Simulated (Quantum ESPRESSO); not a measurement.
**Band energies of BP at +1 % biaxial strain**

```
BP
1.0
    3.21171     0.00000     0.00000
   -1.60586     2.78142     0.00000
    0.00000     0.00000     5.26852
B P
2 2
Cartesian
  1.60586   0.92714   2.63393
  0.00000   1.85428   5.26819
  1.60586   0.92714   4.61029
  0.00000   1.85428   1.97603
```

norm-conserving PBEsol (Quantum ESPRESSO, 76 Ry, scalar-relativistic); path ΓMKΓALHA,LM,KH; energies in eV from the valence-band maximum.

| k (1/Å) | point | band 4 | band 5 | band 6 | band 7 | band 8 | band 9 | band 10 | band 11 |
|---|---|---|---|---|---|---|---|---|---|
| 0.00 | Γ | -2.18 | -2.18 | -0.36 | 0.00 | 0.00 | 2.63 | 2.63 | 2.94 |
| 0.34 |  | -4.12 | -2.85 | -1.64 | -0.94 | -0.59 | 2.24 | 3.55 | 3.76 |
| 0.68 |  | -6.77 | -4.46 | -3.83 | -2.44 | -1.51 | 1.55 | 4.08 | 4.42 |
| 1.02 |  | -6.88 | -6.54 | -4.35 | -4.05 | -2.01 | 1.05 | 3.76 | 4.40 |
| 1.13 | M | -7.17 | -6.42 | -4.39 | -4.24 | -2.04 | 1.01 | 3.73 | 4.39 |
| 1.35 |  | -7.10 | -6.36 | -5.16 | -4.27 | -2.79 | 2.23 | 2.60 | 5.17 |
| 1.67 |  | -7.29 | -7.04 | -5.37 | -4.70 | -4.57 | 1.08 | 6.22 | 7.01 |
| 1.78 | K | -7.30 | -7.30 | -5.03 | -5.03 | -4.73 | 0.97 | 7.41 | 7.41 |
| 1.98 |  | -7.17 | -6.47 | -5.81 | -4.34 | -4.24 | 1.29 | 6.13 | 6.56 |
| 2.38 |  | -6.44 | -5.14 | -4.17 | -2.48 | -2.33 | 2.88 | 3.88 | 4.86 |
| 2.68 |  | -4.51 | -3.34 | -2.02 | -1.10 | -0.97 | 2.93 | 2.99 | 3.94 |
| 2.99 |  | -2.41 | -2.26 | -0.41 | -0.18 | -0.07 | 2.63 | 2.70 | 3.14 |
| 3.09 | Γ | -2.18 | -2.18 | -0.36 | 0.00 | 0.00 | 2.63 | 2.63 | 2.94 |
| 3.32 |  | -2.04 | -2.04 | -1.62 | -0.34 | -0.34 | 2.94 | 2.94 | 3.04 |
| 3.68 | A | -5.14 | -1.33 | -1.33 | -1.33 | -1.33 | 3.48 | 3.48 | 4.06 |
| 3.99 |  | -5.03 | -2.85 | -2.85 | -1.88 | -1.88 | 3.24 | 3.24 | 5.03 |
| 4.40 |  | -6.86 | -3.78 | -3.78 | -3.01 | -3.01 | 2.18 | 2.18 | 4.38 |
| 4.71 |  | -8.81 | -3.44 | -3.44 | -3.30 | -3.30 | 2.01 | 2.01 | 2.87 |
| 4.81 | L | -9.01 | -3.47 | -3.47 | -3.25 | -3.25 | 2.05 | 2.05 | 2.71 |
| 5.03 |  | -8.92 | -4.45 | -4.45 | -3.03 | -3.03 | 2.73 | 2.73 | 3.25 |
| 5.36 |  | -8.68 | -6.30 | -6.30 | -2.80 | -2.80 | 3.12 | 3.12 | 4.99 |
| 5.46 | H | -8.69 | -6.46 | -6.46 | -2.77 | -2.77 | 3.15 | 3.15 | 4.88 |
| 5.65 |  | -8.46 | -6.11 | -6.11 | -2.87 | -2.87 | 3.15 | 3.15 | 5.15 |
| 5.93 |  | -7.19 | -4.84 | -4.84 | -3.37 | -3.37 | 3.53 | 3.53 | 5.35 |
| 6.30 |  | -5.14 | -3.67 | -3.67 | -2.71 | -2.71 | 3.69 | 3.69 | 4.49 |
| 6.58 |  | -5.09 | -1.99 | -1.99 | -1.58 | -1.58 | 3.61 | 3.61 | 4.14 |
| 6.77 | A | -5.14 | -1.33 | -1.33 | -1.33 | -1.33 | 3.48 | 3.48 | 4.06 |
| 6.77 | L | -9.01 | -3.47 | -3.47 | -3.25 | -3.25 | 2.05 | 2.05 | 2.71 |
| 7.07 |  | -7.99 | -5.10 | -4.15 | -3.31 | -2.55 | 1.30 | 2.56 | 3.58 |
| 7.36 | M | -7.17 | -6.42 | -4.39 | -4.24 | -2.04 | 1.01 | 3.73 | 4.39 |
| 7.36 | K | -7.30 | -7.30 | -5.03 | -5.03 | -4.73 | 0.97 | 7.41 | 7.41 |
| 7.56 |  | -7.75 | -7.38 | -5.06 | -4.40 | -4.40 | 1.55 | 5.75 | 5.75 |
| 7.96 | H | -8.69 | -6.46 | -6.46 | -2.77 | -2.77 | 3.15 | 3.15 | 4.88 |

The PBEsol gap is indirect, 0.97 eV, from Γ to K; the smallest direct gap is 2.63 eV.

Geometry strained from the cell relaxed with PBEsol, atoms relaxed again.

This is not the ordinary phase of the substance; no match was found in the copy of COD used, and its stability was not checked.
